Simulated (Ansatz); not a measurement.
InAs (rock salt, Fm-3m), DFT-PBEsol in the program Ansatz with PAW potentials, all energies at zero smearing, with the estimated change up to a 700 eV cutoff added, with one set of potentials and settings (totals compare only within such a set). Cell of 2 atoms (1 In, 1 As): -10338.555 eV.

```json
[
 {"element": "In", "reference phase": "I4/mmm, 1 atoms in the cell", "E (eV/atom)": "-5525.4106"},
 {"element": "As", "reference phase": "R-3m, 2 atoms in the cell", "E (eV/atom)": "-4813.0241"}
]
```

Formation energy per atom, worked out: (-10338.555 − 1×(-5525.4106) − 1×(-4813.0241))/2 = -0.060 eV/atom (-6 kJ per mol of atoms), at 0 K, without zero-point energy or fitted corrections.

The workflow started from a Materials Project entry (that database holds measured and hypothetical structures alike); the Crystallography Open Database copy checked does not list it. It is not the phase usual at ambient conditions (space group No. 216). Symmetry was held in the PBEsol relaxation; of distortions, only those at the zone centre were tested. The references are the lowest solids computed at this level, not always the standard phases.

Potentials: the later of the program's two PAW sets.
